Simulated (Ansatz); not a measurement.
NiPS in space group P2_13 (No. 198; Ni on 4a, P on 4a, S on 4a), the program Ansatz at the PBE level (PAW), all energies at zero smearing, with the estimated change up to a 700 eV cutoff added, with one set of potentials and settings (totals compare only within such a set). Cell of 12 atoms (4 Ni, 4 P, 4 S): -29994.367 eV.

| element | reference phase | E (eV/atom) |
|---|---|---|
| Ni | Fm-3m, 1 atoms in the cell, spin-polarised | -5839.7239 |
| P | Cmce, 4 atoms in the cell | -755.6743 |
| S | Fddd, 32 atoms in the cell | -902.0599 |

Formation energy per atom, worked out: (-29994.367 − 4×(-5839.7239) − 4×(-755.6743) − 4×(-902.0599))/12 = -0.378 eV/atom (-36 kJ per mol of atoms), at 0 K, without zero-point energy or fitted corrections.

The workflow started from an entry of the Crystallography Open Database (COD). Whether it is the stable phase at ambient conditions was not checked. The PBE relaxation kept the symmetry of its start; whether a distortion lowers the energy is not shown. The workflow began spin-polarised and lost its moments. The references are the lowest solids computed at this level, not always the standard phases.

Potentials: the later of the program's two PAW sets.
